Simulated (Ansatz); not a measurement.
The start is a relaxed Be cell, doubled along one cell vector, shaken by Gaussian noise of σ = 0.08 Å a coordinate. A full variable-cell relaxation at zero pressure is run with r2SCAN (plane waves to 500 eV, PAW, scalar-relativistic; Ansatz, a program for electronic structure). The first steps use a coarse 9×17×17 k-mesh.

Initial structure:
```yaml
crystal:
  lattice:
    - [0.00000, 3.62446, 8.59461]
    - [1.14059, 0.00000, 4.29731]
    - [1.14059, 1.81223, 0.00000]
  atoms:
    - { symbol: Be, position: [0.08075, 0.10546, 0.86943] }
    - { symbol: Be, position: [0.61696, 0.06323, 0.77844] }
    - { symbol: Be, position: [0.41588, 0.88466, 0.12212] }
    - { symbol: Be, position: [0.91430, 0.88121, 0.16343] }
```

**Question.** By how much does the energy per atom fall from start to end?

**Answer.** 0.39 eV/atom.

**Question.** Does it find its way back to the structure it was made from?

**Answer.** It does not go back: it reaches P6₃/mmc (No. 194), hcp (Mg type), 0.35 eV/atom below the parent.

**Question.** How do the shortest distances between atoms change?

**Answer.** The closest pairs of elements (up to four, under 3.6 Å), start → end: Be–Be 1.99 → 2.21 Å.

**Question.** Give the final cell and atomic positions.

**Answer.** 
Space group P6₃/mmc (No. 194); a = 2.263 Å, b = 2.263 Å, c = 3.563 Å, α = 90.00°, β = 90.00°, γ = 120.00°

```
atom  site  symmetry       x       y       z
----  ----  --------  ------  ------  ------
Be      2d      -6m2  0.6667  0.3333  0.2500
```

Final values are on a 23×23×13 k-mesh of the relaxed cell. No spin polarisation in the result.

Of the parent cell (Fmmm (No. 69)): it is a generated cell of Be: the first start was made by placing the elements on the sites of a structure type, and the end was not matched to a known phase here, so it may be hypothetical. Known forms of Be include space group No. 194.
